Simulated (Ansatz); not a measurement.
## K2Ca3Si3O10: Quadrupolar parameters

The cell is a Materials Project structure (computed, not necessarily an observed phase), atoms as given.

Space group C2/c (No. 15); a = 10.4482, b = 10.7595, c = 9.9287 Å, β = 117.80°.

```csv
site,Wyckoff,site symmetry,x,y,z
K,8f,1,0.6479,0.8786,0.5110
Ca5,4e,2,0.5000,0.8697,0.7500
Ca7,8f,1,0.3972,0.6189,0.5221
Si11,8f,1,0.2858,0.8617,0.2924
Si15,4e,2,0.5000,0.6593,0.2500
O17,8f,1,0.3151,0.0047,0.7334
O21,8f,1,0.6326,0.7524,0.2630
O25,8f,1,0.3596,0.8533,0.4809
O29,8f,1,0.6188,0.6850,0.7271
O33,8f,1,0.4444,0.5838,0.0924
```

One atom of each set is listed; the run and its k-mesh use a cell of 36 atoms with edges of 7.50, 7.50, 9.93 Å.

Method: Kohn–Sham DFT in Ansatz, PBE, plane waves and PAW, scalar-relativistic, 420 eV cutoff, Γ-centred 3×3×3 k-points, Fermi–Dirac smearing 0.02 eV.

C_Q = eQV_zz/h, which is 24.18 MHz for Q = 1 b and V_zz = 10²¹ V/m²; η = (V_xx − V_yy)/V_zz.

K-41: I = 3/2, Q = 73.40 mb; 43Ca: I = 7/2, Q = -40.80 mb; ¹⁷O: I = 5/2, Q = -25.58 mb. Q values from Pyykkö, Mol. Phys. 116, 1328 (2018).

**Question.** Which values are expected at the nuclei?

**Answer.** 

| site | atoms | first shell | V_zz (10²¹ V/m²) | η | C_Q (MHz) |
| --- | --- | --- | --- | --- | --- |
| K | 4 | 11 O at 2.74–3.51 Å; also 5 Si at 3.29–3.40 Å, 2 Ca at 3.38–3.56 Å, 1 K at 3.56 Å | -1.33 | 0.28 | -2.35 |
| Ca5 | 2 | 6 O at 2.36–2.41 Å | 1.27 | 0.22 | -1.26 |
| Ca7 | 4 | 7 O at 2.27–2.81 Å; also 1 O at 3.06 Å | -2.02 | 0.74 | 2.00 |
| Si11 | 4 | 4 O at 1.63–1.69 Å | 3.58 | 0.79 | – |
| Si15 | 2 | 4 O at 1.61–1.67 Å | -4.25 | 0.66 | – |
| O17 | 4 | 1 Si at 1.63 Å; also 2 Ca at 2.36–2.81 Å, 2 K at 2.74–2.91 Å | 5.11 | 0.30 | -3.16 |
| O21 | 4 | 2 Si at 1.67–1.69 Å, angle 157°; also 3 K at 2.74–3.22 Å, 1 Ca at 3.06 Å | 8.92 | 0.11 | -5.51 |
| O25 | 4 | 1 Si at 1.66 Å; also 3 Ca at 2.38–2.69 Å, 2 K at 2.89–2.90 Å | 4.46 | 0.32 | -2.76 |
| O29 | 4 | 1 Si at 1.63 Å; also 3 Ca at 2.37–2.67 Å, 1 K at 3.11 Å | 4.64 | 0.11 | -2.87 |
| O33 | 4 | 1 Si at 1.61 Å, 2 Ca at 2.27–2.43 Å; also 2 K at 2.84–3.33 Å | 4.31 | 0.24 | -2.67 |

At O17, O25 and O29 V_zz points along its bond to Si (within 10°) in each case. At O21 V_zz points along the line of its two bonds (within 1°). At O33 V_zz points along its shortest bond, to Si (within 6°).

Si has no stable isotope with a ground-state quadrupole moment in the table, so no C_Q is given.

The run took 63 s of wall time (63 s of CPU time) and 1.2 GiB at its peak, on 1 thread of Intel Xeon Processor @ 2.70GHz (x86_64; 62 cores open to the job, memory cap 3.0 GiB, no GPU), a shared host with a load of 0.8 a core.
